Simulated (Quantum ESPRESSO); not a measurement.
## Calculated data, Zn₃S₄O (made-up cell)

All values are calculated (Quantum ESPRESSO 7.5). Calculation on a made-up crystal cell, not a measurement: periodic Kohn-Sham density functional theory in plane waves with PseudoDojo standard norm-conserving scalar-relativistic pseudopotentials, each functional with its own files (v0.5 for PBE, v0.4.1 for LDA and PBEsol), no spin polarisation, no spin-orbit coupling, atoms not relaxed, stress positive in tension, energies less a fixed whole-eV offset for each atom's element; levels are Kohn-Sham levels at fractions of this cell's reciprocal vectors, counted from the reference band (half the neutral cell's valence electrons, rounded up) at Gamma; error bars cover cutoff and k-mesh only, not smearing or the files; added strain carries the atoms with the cell, and shear is the tensor component; each bar is the largest change over components, and at least 0.002 eV, 0.002 eV per angstrom or 0.02 GPa; energies are for the whole cell, and the offsets were chosen from early runs and are not element reference energies.

Common to all runs: lattice type zincblende/diamond; functional pbe; cutoff 1143 eV; fermi dirac smearing 0.1 eV; scf tolerance 1e-07 eV; electrons removed 0; k mesh 6 x 6 x 6, shifted by half a step.

(1) 
```xyz
8
Lattice="5.3370 0.0168 -0.0580 0.0168 5.3873 0.0115 -0.0580 0.0115 5.4921" Properties=species:S:1:pos:R:3 formula=Zn3S4O free_energy_less_offsets=8.532 smearing_term_minus_ts=-0.1043 scf_iterations=13 pressure=-1.475 stress_xx=1.517 stress_yy=1.99 stress_zz=0.9174 stress_yz=1.222 stress_xz=-0.949 stress_xy=-1.031 fermi_level=0.7572 reference_band=45 error_bar_energy=0.002 error_bar_stress=0.02 error_bar_force=0.00227 error_bar_next_band_up=0.002 error_bar_fermi_level=0.002 error_bars_from=tighter_rerun_of_a_related_cell
Zn     0.0257    -0.0465    -0.0433
Zn    -0.0564     2.7158     2.8294
S      2.6884    -0.0788     2.7352
Zn     2.6395     2.7672    -0.1319
S      1.2284     1.4012     1.3157
O      1.3004     4.1346     4.2249
S      3.9111     1.3185     4.1641
S      3.8900     3.9955     1.2927
```

Units: free_energy_less_offsets, smearing_term_minus_ts, fermi_level, error_bar_energy, error_bar_next_band_up, error_bar_fermi_level in eV; pressure, stress_xx, stress_yy, stress_zz, stress_yz, stress_xz, stress_xy, error_bar_stress in GPa; error_bar_force in eV/Å.

Atoms:
```
atoms element  atom site  atom energy offset (eV)
           Zn          1                    -5687
           Zn          2                    -5687
            S          3                     -302
           Zn          4                    -5687
            S          5                     -302
            O          6                     -452
            S          7                     -302
            S          8                     -302
```

Forces:
```
site  x (eV/Å)  y (eV/Å)  z (eV/Å)
   1     0.871    -1.073   -0.3439
   2    0.5597    0.4382     0.493
   3    0.8705   -0.4984   -0.3329
   4    -1.513     0.473   -0.5715
   5   -0.4247    0.6902   -0.3595
   6     -1.31     -1.16    0.9973
   7     0.196    0.7066   -0.2066
   8      0.75    0.4242    0.3239
```

Levels:
```
level k point  next band up (eV)
        Gamma             0.3998
(1/2,1/2,1/2)             0.8283
   (0.15,0,0)             0.4629
   (0,0.15,0)             0.6156
   (0,0,0.15)             0.5794
```

(2) 
```xyz
8
Lattice="5.3370 0.0168 -0.0580 0.0168 5.3873 0.0115 -0.0580 0.0115 5.4921" Properties=species:S:1:pos:R:3 formula=Zn3S4O free_energy_less_offsets=9.047 smearing_term_minus_ts=-0.1061 scf_iterations=13 pressure=-0.4161 stress_xx=0.6815 stress_yy=0.8759 stress_zz=-0.3092 stress_yz=-0.4458 stress_xz=-2.404 stress_xy=0.08192 fermi_level=0.7165 reference_band=45 error_bar_energy=0.002 error_bar_stress=0.02 error_bar_force=0.00227 error_bar_next_band_up=0.002 error_bar_fermi_level=0.002 error_bars_from=tighter_rerun_of_this_cell
Zn     0.0257    -0.0465    -0.0433
Zn    -0.0564     2.7158     2.8294
S      2.6884    -0.0788     2.7352
Zn     2.6395     2.7672    -0.1319
S      1.2284     1.4012     1.3157
S      1.3004     4.1346     4.2249
O      3.9111     1.3185     4.1641
S      3.8900     3.9955     1.2927
```

Units: free_energy_less_offsets, smearing_term_minus_ts, fermi_level, error_bar_energy, error_bar_next_band_up, error_bar_fermi_level in eV; pressure, stress_xx, stress_yy, stress_zz, stress_yz, stress_xz, stress_xy, error_bar_stress in GPa; error_bar_force in eV/Å.

Atoms:
```
atoms element  atom site  atom energy offset (eV)
           Zn          1                    -5687
           Zn          2                    -5687
            S          3                     -302
           Zn          4                    -5687
            S          5                     -302
            S          6                     -302
            O          7                     -452
            S          8                     -302
```

Forces:
```
site  x (eV/Å)  y (eV/Å)  z (eV/Å)
   1    -1.725     1.499    0.1868
   2    -0.628   -0.7723    0.5043
   3    0.9302   -0.6515   -0.3931
   4     0.965      -2.1  -0.09368
   5   -0.3127    0.8541   -0.3774
   6   -0.7518   -0.6578    -1.102
   7    0.7355     1.303    0.8414
   8    0.7864     0.526    0.4339
```

Levels:
```
level k point  next band up (eV)
        Gamma             0.3639
(1/2,1/2,1/2)             0.7957
   (0.15,0,0)             0.5852
   (0,0.15,0)             0.4252
   (0,0,0.15)              0.537
```
